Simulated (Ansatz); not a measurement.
Starting cell, Zr (hcp, Mg type):

```yaml
crystal:
  lattice:
    - [6.49204, 0.00000, 0.00000]
    - [-1.62301, 2.81113, 0.00000]
    - [0.00000, 0.00000, 5.15071]
  atoms:
    - { symbol: Zr, position: [0.16667, 0.66667, 0.75000] }
    - { symbol: Zr, position: [0.66667, 0.66667, 0.75000] }
    - { symbol: Zr, position: [0.33333, 0.33333, 0.25000] }
    - { symbol: Zr, position: [0.83333, 0.33333, 0.25000] }
```

In each cell atom 4 (Zr, nearest neighbour Zr at 3.185 Å; its periodic images, 3.2 Å or more away, move with it) moves by s·(1.000, 0.000, 0.000) (along Cartesian x), the rest being held.

All values below come from r2SCAN (plane waves to 500 eV, PAW, scalar-relativistic; Ansatz, a quantum-chemistry and plane-wave program). k mesh 13×13×7 (Γ-centred), Fermi-Dirac smearing 0.05 eV. The energy includes the smearing's −TS. Left out: 2 of 11 points, with atoms too close for the PAW data. With partly filled bands, energies and forces of such displacements shift with the k mesh and the smearing. F∥ is the force on the atom along that direction. Zr is run without spin polarisation. Zr was relaxed with its symmetry unable to fall. The zero of ΔE is the undisplaced structure.

Q: Give the computed ΔE (meV/cell) and F∥ (eV/Å) at s (Å) = -0.512, -0.384, -0.256, -0.128, 0.128, 0.256, 0.384, 0.512.

A: 
| s (Å) | ΔE (meV/cell) | F∥ (eV/Å) |
|---|---|---|
| -0.512 | 649 | 2.450 |
| -0.384 | 375 | 1.856 |
| -0.256 | 173 | 1.300 |
| -0.128 | 44 | 0.688 |
| 0.128 | 44 | -0.678 |
| 0.256 | 170 | -1.286 |
| 0.384 | 370 | -1.831 |
| 0.512 | 636 | -2.318 |

(For displaced atoms, the force is minus the slope of the energy, and its curvature is a force constant, which sets phonon frequencies.)
